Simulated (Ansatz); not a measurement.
NbCd3 (Pm-3m): electronic heat capacity and spin susceptibility from the density of states

Computed with Ansatz, DFT r2SCAN, scalar-relativistic, plane waves, PAW.

Cutoff 500 eV; k points 10×10×10 on the computed 4-atom cell (Γ-centred); Gaussian smearing, width 0.10 eV; no spin polarisation.

Relaxed cell: Pm-3m, a = 4.272 Å, b = 4.272 Å, c = 4.272 Å, α = 90.00°, β = 90.00°, γ = 90.00°, 4 atoms in the primitive cell. Whether it is the stable form of this composition wasn't checked.

The density of states at the Fermi level is 1.587 states/eV in the cell of 4 atoms (1 formula unit; both spins, tetrahedra on a 15×15×15 mesh).

Q: What Sommerfeld coefficient and Pauli susceptibility does this give?

A: Per formula unit N(E_F) = 1.587 states/eV. γ = (π²/3) k_B² N(E_F) N_A = 2.357 mJ/(mol K²) per state/eV, so γ = 3.7 mJ/(mol K²), a mole of formula units. χ_P = μ_B² N(E_F) N_A = 3.23×10⁻⁵ emu/mol per state/eV gives 5.1×10⁻⁵ emu/mol. This is the bare band result: a measured γ of the same phase is as a rule larger by a factor 1 + λ from phonons and spin fluctuations, the spin part of χ is larger by the Stoner factor, and a measured χ also holds orbital and core terms. N(E_F) at one energy is sensitive to the mesh where the density of states has sharp peaks.